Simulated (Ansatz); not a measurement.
## BiW in the NiAs-type structure

Level of theory: DFT, PBE, scalar-relativistic, no spin polarisation; plane waves to 420 eV with PAW datasets (Ansatz 0.2.0), Γ-centred 10×10×6 mesh, 0.05 eV Gaussian smearing; PAW files: Ansatz's generated set soft_2.

```yaml
crystal:
  lattice:
    - [4.62621, 0.00000, 0.00000]
    - [-2.31310, 4.00641, 0.00000]
    - [0.00000, 0.00000, 5.15283]
  atoms:
    - { symbol: W, position: [0.00000, 0.00000, 0.00000] }
    - { symbol: W, position: [0.00000, 0.00000, 0.50000] }
    - { symbol: Bi, position: [0.33333, 0.66667, 0.25000] }
    - { symbol: Bi, position: [0.66667, 0.33333, 0.75000] }
```

The start was a prototype's sites filled with these elements, not a measured cell.

The cell is relaxed to zero pressure at this level.

Path: Γ–M–K–Γ–A–L–H–A | L–M | H–K, with Γ = (0.000, 0.000, 0.000), M = (0.500, 0.000, 0.000), K = (0.333, 0.333, 0.000), A = (0.000, 0.000, 0.500), L = (0.500, 0.000, 0.500), H = (0.333, 0.333, 0.500) in reciprocal vectors of the calculation's cell.

Q: Is it a metal or an insulator, and if it has a gap, where are the band edges on this path?

A: A metal: bands cross the Fermi level.

Levels between -4 and 4 eV from the Fermi level at the path's named points:
```tsv
point	below E_F (eV)	above E_F (eV)
Γ	-3.86 -2.12 -2.12	0.28 0.28 0.32 0.32 2.53 2.86 2.97 3.44 3.44
M	-3.63 -3.35 -2.51 -2.28 -1.69 -1.53 -1.41 -0.83	0.64 0.80 1.04 3.28 3.46
K	-3.99 -3.99 -2.85 -1.82 -1.82 -0.64 -0.64 -0.06	0.30 1.86 1.86 2.06 2.06 3.40 3.40
A	-2.76 -2.76 -2.76 -2.76 -1.78 -1.78 -0.55 -0.55 -0.55 -0.55 -0.21 -0.21	
L	-2.81 -2.81 -1.63 -1.63 -0.02 -0.02	0.02 0.02 0.10 0.10 2.58 2.58 3.13 3.13
H	-1.61 -1.61 -0.26 -0.26 -0.13 -0.13	1.08 1.08 1.28 1.28
```

Cost: 44 s on 2 threads of Arm Neoverse V2, on a shared host, peak memory 0.62 GiB.

No spin–orbit coupling, a notable omission for heavy elements.
